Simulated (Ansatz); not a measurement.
Problem. Ga (α-Ga, Cmce) is relaxed with LDA (plane waves, PAW; program Ansatz). What lattice parameters of the conventional cell result?

Solution. a = 4.424 Å, b = 7.493 Å, c = 4.434 Å.

Problem. Give the free coordinates with the occupied sites.

Solution. In one choice of origin and axes:

```json
[
 {"atom": "Ga", "site": "8f", "symmetry": "m..", "x": "0.0000", "y": "0.3441", "z": "0.4153"}
]
```

Symmetry was held in the LDA relaxation. Axis ratios of metals converge slowly with the k-mesh, so a and c are less sure than the volume.

Potentials: the earlier of the program's two PAW sets.
